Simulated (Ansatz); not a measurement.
Relaxed-ion elastic tensor of LuBPd$_{3}$ (cubic perovskite, space group No. 221) in GPa (Voigt order), DFT-PBEsol in the program Ansatz with PAW potentials; density 11.10 g/cm³, 15.10 Å³ per atom.

```csv
,1,2,3,4,5,6
1,267,117,117,0.0,0.0,0.0
2,117,267,117,0.0,0.0,0.0
3,117,117,267,0.0,0.0,0.0
4,0.0,0.0,0.0,7.6,0.0,0.0
5,0.0,0.0,0.0,0.0,7.6,0.0
6,0.0,0.0,0.0,0.0,0.0,7.6
```

### Question
Is the crystal mechanically stable?

### Answer
Yes: the smallest eigenvalue of C is 7.6 GPa.

### Question
Work out the Voigt, Reuss and Hill averages.

### Answer
K_V = 167, K_R = 167, K_H = 167; G_V = 34.7, G_R = 11.8, G_H = 23.3 GPa.

### Question
Give Young's modulus, Poisson's ratio, Pugh's ratio and the universal anisotropy index.

### Answer
E = 9KG/(3K + G) = 66.7 GPa; ν = 0.43; K/G = 7.18 (ductile by the Pugh limit of 1.75); A_U = 5G_V/G_R + K_V/K_R − 6 = 9.65.

### Question
Estimate the sound speeds and the Debye temperature.

### Answer
v_l = √((K + 4G/3)/ρ) = 4220 m/s, v_t = √(G/ρ) = 1450 m/s, mean 1650 m/s; Θ = (h/k)(3n/4πV)^(1/3) v_m = 198 K.

### Question
Give the Zener ratio and Young's modulus along [100], [110] and [111].

### Answer
A = 2C44/(C11 − C12) = 0.10; 1/E = S11 − 2(S11 − S12 − S44/2)Γ with Γ = 0, 1/4, 1/3 gives 196, 28.8, 22.4 GPa.

### Question
Solve the Christoffel equation for the three sound speeds along [100], [110], [111].

### Answer
Eigenvalues of C_ijkl n_j n_l equal ρv². In km/s, slowest first: [100] 0.83, 0.83, 4.91; [110] 0.83, 2.60, 4.24; [111] 2.18, 2.18, 3.99.

Space group Pm-3m (cubic perovskite). The workflow started from an entry of the Crystallography Open Database (COD). Whether it is the stable phase at ambient conditions was not checked. The PBEsol relaxation kept the symmetry of its start; of distortions, only those at the zone centre were tested. The run is not spin-polarised. As this level gives no gap, shear constants depend on the k-mesh and smearing (Fermi–Dirac, 0.1 eV here). Spin–orbit coupling is left out wherever it is not named.

Potentials: the later of the program's two PAW sets.
